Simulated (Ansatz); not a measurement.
Yb (fcc (Cu type), Fm-3m), a = b = c = 4.915 Å, α = β = γ = 90.00°; the cell used has 1 atom.

Relaxed with LDA.

**Question.** Which orbitals make up the states near the Fermi level in the program Ansatz at the LDA level (PAW)?

**Answer.** Within 0.5 eV of the Fermi level: Yb 4f 92 %, Yb 5d 7 %. Projections are on Löwdin-orthogonalised atomic valence shells; empty p or d shells of many metals are not among them.

**Question.** Tabulate the density of states.

**Answer.** States/eV per cell of 1 atom, in 0.25 eV bins, energy from the Fermi level.

| E (eV) | total | Yb 4f | Yb 5d | Yb 6s |
|---|---|---|---|---|
| -5.70 | 0.00 | 0.00 | 0.00 | 0.00 |
| -5.45 | 0.02 | 0.00 | 0.00 | 0.02 |
| -5.20 | 0.06 | 0.00 | 0.00 | 0.05 |
| -4.95 | 0.09 | 0.00 | 0.01 | 0.07 |
| -4.70 | 0.11 | 0.00 | 0.02 | 0.08 |
| -4.45 | 0.13 | 0.00 | 0.03 | 0.09 |
| -4.20 | 0.15 | 0.00 | 0.04 | 0.10 |
| -3.95 | 0.17 | 0.00 | 0.05 | 0.11 |
| -3.70 | 0.19 | 0.00 | 0.07 | 0.11 |
| -3.45 | 0.22 | 0.00 | 0.08 | 0.12 |
| -3.20 | 0.25 | 0.00 | 0.11 | 0.12 |
| -2.95 | 0.28 | 0.00 | 0.13 | 0.13 |
| -2.70 | 0.33 | 0.00 | 0.17 | 0.13 |
| -2.45 | 0.38 | 0.00 | 0.22 | 0.14 |
| -2.20 | 0.47 | 0.00 | 0.30 | 0.14 |
| -1.95 | 0.62 | 0.01 | 0.43 | 0.15 |
| -1.70 | 0.68 | 0.02 | 0.49 | 0.13 |
| -1.45 | 0.85 | 0.04 | 0.66 | 0.12 |
| -1.20 | 0.87 | 0.08 | 0.65 | 0.10 |
| -0.95 | 0.94 | 0.22 | 0.62 | 0.07 |
| -0.70 | 1.90 | 1.35 | 0.49 | 0.04 |
| -0.45 | 49.80 | 48.93 | 0.76 | 0.05 |
| -0.20 | 5.15 | 4.45 | 0.63 | 0.05 |
| 0.05 | 1.09 | 0.21 | 0.84 | 0.01 |
| 0.30 | 1.50 | 0.16 | 1.28 | 0.01 |
| 0.55 | 1.57 | 0.13 | 1.36 | 0.01 |
| 0.80 | 1.46 | 0.09 | 1.20 | 0.04 |
| 1.05 | 1.46 | 0.06 | 1.13 | 0.12 |
| 1.30 | 1.42 | 0.05 | 1.24 | 0.08 |
| 1.55 | 1.62 | 0.05 | 1.42 | 0.08 |
| 1.80 | 1.62 | 0.04 | 1.36 | 0.13 |
| 2.05 | 1.33 | 0.02 | 1.05 | 0.16 |
| 2.30 | 0.99 | 0.01 | 0.82 | 0.08 |
| 2.55 | 0.77 | 0.01 | 0.67 | 0.04 |
| 2.80 | 0.66 | 0.00 | 0.63 | 0.02 |
| 3.05 | 0.90 | 0.00 | 0.87 | 0.01 |
| 3.30 | 1.36 | 0.00 | 1.33 | 0.01 |
| 3.55 | 1.06 | 0.00 | 1.03 | 0.01 |
| 3.80 | 1.20 | 0.00 | 1.14 | 0.04 |
| 4.05 | 1.50 | 0.01 | 1.38 | 0.07 |
| 4.30 | 1.10 | 0.00 | 0.97 | 0.08 |
| 4.55 | 0.95 | 0.00 | 0.83 | 0.08 |
| 4.80 | 0.86 | 0.00 | 0.75 | 0.06 |

The cell was relaxed with LDA under the symmetry of its start. The workflow began spin-polarised and lost its moments. The volume lies over 15 % below that of the usual cell of this phase: another minimum, or an error of the functional. The 4f shell is in the valence. No Hubbard U is applied. Spin–orbit coupling is left out wherever it is not named.

Potentials: the earlier of the program's two PAW sets. The files were generated under PBE; for other functionals the program regenerates the frozen cores, and for LDA and PBEsol the local potential too.
